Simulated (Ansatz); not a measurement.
Pd (dhcp (α-La type), P6_3/mmc) at seven volumes, r²SCAN (plane waves, PAW; program Ansatz), shape and atoms relaxed at each. One row is withheld.

```tsv
V (Å³/atom)	P (GPa)
13.678	22.26
14.129	13.37
14.580	6.04
15.031	0.01
15.482	-4.93
15.932	?
16.383	-12.29
```

**Question.** Fit the shown pressures and predict the withheld one.

**Answer.** P = (3/2)B₀(x^(7/2) − x^(5/2))[1 + (3/4)(B′ − 4)(x − 1)] with x = (V₀/V)^(2/3). Least squares on the six rows gives V₀ = 15.032 Å³/atom, B₀ = 181 GPa, B′ = 5.55. At V = 15.932, x = 0.9620 and P = -8.96 GPa. The run itself gave -8.98 GPa.

The first step of the workflow began from a Materials Project structure, measured or hypothetical; the Crystallography Open Database copy checked does not list it. It is not the phase usual at ambient conditions (space group No. 225). The cell was relaxed with r²SCAN under the symmetry of its start; whether a distortion lowers the energy is not shown. Spin order of the final state: ferromagnetic, the only order run, not a proven ground state. Other orbital occupations within this spin state were not tried.

Potentials: the earlier of the program's two PAW sets.
